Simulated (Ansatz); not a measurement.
BiPd (NiAs type, P6_3/mmc) under volume change, the program Ansatz at the LDA level (PAW), shape and atoms relaxed at each volume.

| V (Å³/atom) | E − E(relaxed) (meV/atom) | P (GPa) |
|---|---|---|
| 19.587 | 75.6 | 13.77 |
| 20.233 | [?] | [?] |
| 20.879 | 7.4 | 3.78 |
| 21.525 | 0.0 | 0.00 |
| 22.170 | 6.6 | -3.16 |
| 22.816 | [?] | [?] |
| 23.462 | 52.8 | -8.01 |

**Question.** Complete the blanks.

**Answer.** 
- 22.816, E − E(relaxed) (meV/atom): 24.8
- 22.816, P (GPa): -5.81
- 20.233, E − E(relaxed) (meV/atom): 31.5
- 20.233, P (GPa): 8.31

**Question.** What does a third-order Birch–Murnaghan fit give for V₀, B₀ and B′?

**Answer.** V₀ = 21.52 Å³/atom, B₀ = 115 GPa, B′ = 5.0.

The first step of the workflow began from a Materials Project structure, measured or hypothetical; the Crystallography Open Database files this formula in space group No. 194, but the cells were not matched. Whether it is the stable phase at ambient conditions was not checked. The LDA relaxation kept the symmetry of its start; of distortions, only those at the zone centre were tested. No spin polarisation was allowed. Scalar-relativistic: spin–orbit coupling is off unless named, which matters more the heavier the elements.

Potentials: the later of the program's two PAW sets.
